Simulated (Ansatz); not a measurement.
Input and command of a plane-wave DFT calculation in Ansatz:

```yaml
crystal:
  lattice:
    - [4.7556300015, 0.0, 0.0]
    - [0.0, 4.7556300015, 0.0]
    - [0.0, 0.0, 9.5112600031]
  atoms:
    - { symbol: Pb, position: [1.0, 0.5, 0.25] }
    - { symbol: Pb, position: [0.5, 0.0, 0.25] }
    - { symbol: Pb, position: [0.5, 0.5, 1.0] }
    - { symbol: Co, position: [0.0, 1.0, 1.0], spin: 2.0 }
    - { symbol: Pb, position: [1.0, 0.5, 0.75] }
    - { symbol: Pb, position: [0.5, 0.0, 0.75] }
    - { symbol: Pb, position: [0.5, 0.5, 0.5] }
    - { symbol: Co, position: [0.0, 1.0, 0.5], spin: -2.0 }
basis:
  ecutwfc: 420
kpoints:
  mp_grid: { grid: [10, 10, 5] }
hamiltonian:
  xc: pbesol
scf:
  occupations: { method: gaussian, width: 0.1 }
  lower_state_search: "off"
output:
  forces: true
  stress: true
  eigenvalues: true
  populations: true
magnetization:
  spin_polarized: true
```

```bash
ansatz run input.yaml --threads 1 --pin off --max-ram 2560MiB --backend cpu --events-out ev --progress --plain --runs-dir out
```

Processor: Intel(R) Xeon(R) 6975P-C (Granite Rapids), 1 thread, on a host shared with other jobs.

Task: How long does it run, and how much memory does it take?

Result: About 68 s on 1 thread of Intel(R) Xeon(R) 6975P-C (Granite Rapids) (shared host), peak memory 1.3 GiB. It solves 74 bands at 63 k points (the mesh reduced by the symmetry that the task leaves, which can be less than the crystal's) with about 4191 plane waves, in 23 SCF iterations.
